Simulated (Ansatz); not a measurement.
Consider the following.

Starting cell, FeNi$_{3}$ (Cu3Au type):

```xyz
4
Lattice="3.5443 0.0000 0.0000 0.0000 3.5443 0.0000 0.0000 0.0000 3.5443" Properties=species:S:1:pos:R:3 pbc="T T T"
Ni     0.0000     1.7721     1.7721
Ni     1.7721     1.7721     0.0000
Ni     1.7721     0.0000     1.7721
Fe     0.0000     0.0000     0.0000
```

In this cell atom 3 (Ni, nearest neighbour Ni at 2.506 Å; its periodic images, 3.5 Å or more away, move with it) is moved by s along Cartesian z, unit vector (0.000, 0.000, 1.000); all other atoms and the cell stay fixed.

These are PBE (plane waves to 420 eV, PAW, scalar-relativistic; Ansatz, a first-principles code) values and carry that method's errors. k mesh 11×11×11 (Γ-centred), Fermi-Dirac smearing 0.05 eV. Energies are smeared free energies. With partly filled bands, energies and forces of such displacements shift with the k mesh and the smearing. FeNi3 was relaxed with its symmetry unable to fall. Relaxed FeNi3 ends ferromagnetic. The magnetic order is the one the run started from; other orders were not tried. The zero of ΔE is the undisplaced structure.

The scan covers s from -0.250 to 0.250 Å in 11 points.

Question: Is this a single well or a double well?

Answer: A single well with its minimum at or next to zero displacement.

Question: Is the energy the same for equal positive and negative displacements?

Answer: Even: the same for both signs. With its periodic images moving along, the atom's site symmetry in this cell is 4/mmm.

Question: What is the force constant k = d²E/ds² of this move at s = 0?

Answer: 8.16 eV/Å².

(For displaced atoms, the force is minus the slope of the energy, and its curvature is a force constant, which sets phonon frequencies.)
